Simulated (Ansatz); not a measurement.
Be2C (fluorite or antifluorite type, Fm-3m), a = 4.328 Å, b = 4.328 Å, c = 4.328 Å, α = 90.00°, β = 90.00°, γ = 90.00°; the cell used has 3 atoms.

Relaxed with PBE. 

HSE06 on this cell (Ansatz, a first-principles code, PAW) gives a gap of 1.91 eV. What does PBE give?

1.17 eV.

Cost on shared cores: the PBE run (SCF on a 11×11×11 mesh, then bands and DOS) about 7 core-seconds (a rough figure), the HSE06 run (SCF on 8×8×8, then a few points) very roughly 50 core-seconds; the tasks are unlike.

The PBE relaxation kept the symmetry of its start; phonons on a q-mesh show no instability.

Potentials: the later of the program's two PAW sets.

Ansatz is a plane-wave DFT program.
